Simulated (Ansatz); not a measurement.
InP:
```xyz
6
Lattice="4.1385 0.0000 0.0000 -2.0692 3.5840 0.0000 0.0000 0.0000 9.3503" Properties=species:S:1:pos:R:3 pbc="T T T"
In     2.0716     0.0000     6.2336
In    -1.0358     1.7940     3.1168
In     1.0334     1.7900     0.0000
P      2.0705     0.0000     1.5584
P     -1.0352     1.7931     7.7920
P      1.0340     1.7909     4.6752
```

Relaxed with r²SCAN.

Q: Give the Bader charges and basin volumes of the independent atoms, DFT-r²SCAN in the program Ansatz with PAW potentials.

A: 

```csv
atom,Bader charge (e),Bader volume (Å³)
In1,+0.96,19.8
P4,-0.96,26.4
```

Space group P6_222. The start of the workflow was typed in or built on a structure type; neither database checked (COD, Materials Project) lists it. It is not the phase usual at ambient conditions (space group No. 216). The r²SCAN relaxation kept the symmetry of its start; whether a distortion lowers the energy is not shown.

Potentials: the later of the program's two PAW sets.
